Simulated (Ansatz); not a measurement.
In plane-wave PAW PBE (Ansatz code), Ag in the diamond structure (Fd-3m) relaxes to a = 6.218 Å. Ag has 4 nearest neighbours from 2.69 Å (tetrahedral).

Electronic character: metallic (no gap). Gap from PBE with spin–orbit coupling: none (metallic).

An equation-of-state fit gives a bulk modulus of 30.3 GPa.

The start of the workflow was typed in or built on a structure type; neither database checked (COD, Materials Project) lists it. It is not the phase usual at ambient conditions (space group No. 225). Symmetry was held in the PBE relaxation; its stability against distortions is not shown here. No spin polarisation was allowed. Scalar-relativistic: spin–orbit coupling is off unless named, which matters more the heavier the elements.

Potentials: the earlier of the program's two PAW sets.
